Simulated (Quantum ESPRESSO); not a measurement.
# Planted mistakes on one cell of ZrTiHfF4O4

Calculated results; nothing here was measured. They come from pw.x of Quantum ESPRESSO 7.5, a plane-wave density functional program, with PseudoDojo standard norm-conserving files (v0.5 for PBE, v0.4.1 for LDA and PBEsol). The cells are made up: elements, strain and atom displacements were drawn at random, and nothing was relaxed. There is no spin polarisation, spin-orbit coupling or dispersion term.

The hafnium file is less sure than the others, with forces about 3 percent (worst 6) and pressure in oxides about 1.5 GPa (worst 2.7) from a second method in checks, which no rerun with the same files tests.

The cell has 12 sites of a fluorite lattice. Sites 1 to 4 hold empty Zr Ti Hf; sites 5 to 12 hold F F O O O O F F. Cell vectors in Å: (5.097, 0.029, -0.086); (0.029, 5.230, 0.018); (-0.086, 0.018, 5.256). Settings: PBE, cutoff 1143 eV, 4 x 4 x 4 k mesh shifted by half a step, Fermi-Dirac smearing of 0.025 eV.

The intended run has a self-consistency threshold of 1e-07 eV, a smearing term of 0.000 eV, a pressure of -17.70 GPa and 19 iterations. Each further run changes one thing: atoms of sites 2 and 3 exchanged; cutoff 805 eV; k mesh 1 x 1 x 1; one electron removed; smearing 0.85 eV; threshold 0.5 eV. A coarse mesh keeps the shift, and a charged cell sits in a uniform background.

```
run,change of free energy (eV),smearing term -TS (eV),change of P (GPa),largest change of a force component (eV/Å),iterations
A,0.020,0.000,0.27,0.908,19
B,-7.433,-0.006,-15.19,0.560,19
C,-2.234,0.000,-3.40,0.487,18
D,0.304,0.000,-8.93,0.369,6
E,-3.370,-8.007,6.92,0.651,17
F,1.559,0.000,-13.37,0.052,18
```

A rerun of the intended cell at 1467 eV and k mesh 6 x 6 x 6 moved values by no more than 0.002 eV in the cell's energy, 0.04 GPa in stress and 0.012 eV/Å in force.

Question: which change belongs to which run?

## Worked reading

Run D has the fewest iterations, as a run stopped early does. Run E has the largest smearing term, as wide smearing gives. Energies from files of another functional, or of a charged cell, have another zero and say nothing on stability; the pressure of a charged cell rests on the program's zero of potential too.

## Key

```
run,change
A,atoms of sites 2 and 3 exchanged
B,one electron removed
C,k mesh 1 x 1 x 1
D,threshold 0.5 eV
E,smearing 0.85 eV
F,cutoff 805 eV
```